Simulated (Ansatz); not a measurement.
NaF (zinc blende, F-43m), PBEsol in the plane-wave PAW code Ansatz. The conduction-band minimum lies at Γ, with 1 equivalent valley. Second derivatives d²E/dk² of the lowest band at one valley (eV·Å²), along Cartesian directions:

| direction | d²E/dk² |
|---|---|
| [100] | 12.26 |
| [010] | 12.26 |
| [001] | 12.26 |
| [110] | 12.26 |
| [101] | 12.26 |
| [011] | 12.26 |

Question: Find the principal effective masses, the density-of-states mass and the conductivity mass.

Answer: Off-diagonal terms follow from H_xy = H[110] − (H_xx + H_yy)/2, and m*/mₑ = 7.620 eV·Å² over each eigenvalue: 0.62, 0.62, 0.62. One valley's DOS mass (m₁m₂m₃)^(1/3) = 0.62, conductivity mass 3/(Σ 1/mᵢ) = 0.62 mₑ.

Question: What effective density of states Nc follows at 300 K for parabolic valleys?

Answer: Nc = 2.509e19 × 1 × (0.62)^(3/2) ≈ 1.2e19 cm⁻³.

Question: With the computed static dielectric constant 3.47 (mean of the diagonal), estimate a hydrogenic donor's binding energy and radius.

Answer: E = 13.606 eV × 0.62/3.47² ≈ 700 meV; a = 0.529 Å × ε/m* ≈ 3.0 Å. Semilocal masses tend to be too small where the gap is.

Question: With ε∞ = 1.71 and ω_LO = 396 cm⁻¹, what Fröhlich coupling constant follows?

Answer: α = (1/ε∞ − 1/ε0) √(m* × 13.606 eV/ħω_LO) = 3.9.

The start of the workflow was typed in or built on a structure type; neither database checked (COD, Materials Project) lists it. It is not the phase usual at ambient conditions (space group No. 225). The cell was relaxed with PBEsol under the symmetry of its start; phonons on a q-mesh show no instability.

Potentials: the later of the program's two PAW sets.
